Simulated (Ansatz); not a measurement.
The relaxed structure here is a generated cell of Ba: the first start was made by placing the elements on the sites of a structure type, and the end was not matched to a known phase here, so it may be hypothetical. Known forms of Ba include space group No. 229.

The end point of a relaxation of Ba. Computed with PBE (plane waves to 420 eV, PAW, scalar-relativistic; Ansatz, a quantum-chemistry and plane-wave program).

```
CELL_PARAMETERS angstrom
      8.01934     0.00000     0.00000
      0.00000     8.01934     0.00000
      0.00000     0.00000     8.01934
ATOMIC_POSITIONS crystal
  Ba 0.25000 0.00000 0.50000
  Ba 0.75000 0.00000 0.50000
  Ba 0.00000 0.50000 0.25000
  Ba 0.00000 0.50000 0.75000
  Ba 0.50000 0.25000 0.00000
  Ba 0.50000 0.75000 0.00000
  Ba 0.00000 0.00000 0.00000
  Ba 0.50000 0.50000 0.50000
```

**Question.** Determine the symmetry and give the standard cell with its independent sites.

**Answer.** Space group Pm-3n (No. 223); a = 8.0193 Å, b = 8.0193 Å, c = 8.0193 Å, α = 90.00°, β = 90.00°, γ = 90.00°

| atom | site | symmetry | x | y | z |
|---|---|---|---|---|---|
| Ba | 6c | -4m.2 | 0.0000 | 0.5000 | 0.2500 |
| Ba | 2a | m-3. | 0.0000 | 0.0000 | 0.0000 |

**Question.** Give the shortest distances between elements (the closest pairs, up to four, under 3.6 Å).

**Answer.** .

```json
{
  "volume_per_atom": "64.47 Å³",
  "density": "3.54 g/cm³",
  "band_gap": "no gap on the sampled points, where the bands overlap only slightly; such a result is sensitive to mesh and level"
}
```

No spin polarisation in the result.

The run could not lose the symmetry of its start: the end is stationary, and may be a saddle point rather than a minimum.

All atoms sit on sites fixed by symmetry, so only the cell could relax.
